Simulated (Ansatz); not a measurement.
SrCu2Sb2 (P4/nmm): electronic heat capacity and spin susceptibility from the density of states

All numbers below come from DFT PBEsol, scalar-relativistic, plane waves, PAW (Ansatz).

Plane waves to 420 eV, a k mesh through Γ of 8×8×4 on the computed 10-atom cell and Gaussian smearing (0.10 eV); no spin polarisation.

Relaxed cell: P4/nmm, a = 4.519 Å, b = 4.519 Å, c = 10.649 Å, α = 90.00°, β = 90.00°, γ = 90.00°, 10 atoms in the primitive cell. Whether it is the stable form of this composition wasn't checked.

The density of states at the Fermi level is 3.268 states/eV in the cell of 10 atoms (2 formula units; both spins, tetrahedra on a 12×12×6 mesh). Averaged over bins of 0.1 eV the density runs from 2.4 to 3.7 states/eV within 0.2 eV of the Fermi level, so the figure hangs on the exact place of that level.

**Question.** What Sommerfeld coefficient and Pauli susceptibility does this give?

**Answer.** Per formula unit N(E_F) = 1.634 states/eV. γ = (π²/3) k_B² N(E_F) N_A = 2.357 mJ/(mol K²) per state/eV, so γ = 3.9 mJ/(mol K²), a mole of formula units. χ_P = μ_B² N(E_F) N_A = 3.23×10⁻⁵ emu/mol per state/eV gives 5.3×10⁻⁵ emu/mol. This is the bare band result: a measured γ of the same phase is as a rule larger by a factor 1 + λ from phonons and spin fluctuations, the spin part of χ is larger by the Stoner factor, and a measured χ also holds orbital and core terms. N(E_F) at one energy is sensitive to the mesh where the density of states has sharp peaks.

Spin-orbit coupling is left out, which matters for the bands of heavy elements.

Cost: 1 run of about 8.9 core-minutes, on AMD EPYC 7R43 (Zen 3) (shared hosts).